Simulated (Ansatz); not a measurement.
## Li under compression and expansion

```
CELL_PARAMETERS angstrom
0.00000 2.20200 2.20200
2.20200 0.00000 2.20200
2.20200 2.20200 0.00000
ATOMIC_POSITIONS crystal
Li 0.00000 0.00000 0.00000
```

The cell is COD entry 9008473, as deposited and not checked against the literature; nothing was relaxed.

Levels of theory: DFT, LDA, all-electron LAPW, scalar-relativistic (Ansatz 0.2.0); DFT, LDA, PAW with Ansatz's default frozen-core files, scalar-relativistic (Ansatz 0.2.0).

For LAPW: a Γ-centred 16×16×16 k mesh, Fermi–Dirac smearing of 0.05 eV, basis error target 0.5 meV/atom, no spin polarisation. PAW takes a cutoff of 420 eV at this cell (files made with PBE, cores remade for this functional). The Ansatz runs share mesh, smearing and spin set-up. Plane-wave (PAW) pressures include the program's estimate of the Pulay term.

The cell above is scaled evenly, with fractional coordinates and shape held.

```csv
V/V(cell),V (Å³/atom),"P, LAPW (GPa)","P, PAW (GPa)"
0.9400,20.073,-0.79,-0.79
0.9600,20.500,-1.03,-1.04
0.9800,20.927,-1.26,-1.27
0.9900,21.141,-1.37,-1.37
1.0000,21.354,-1.47,-1.47
1.0100,21.568,-1.56,-1.57
1.0200,21.781,-1.65,-1.66
1.0400,22.208,-1.83,-1.83
1.0600,22.635,-1.98,-1.99
```
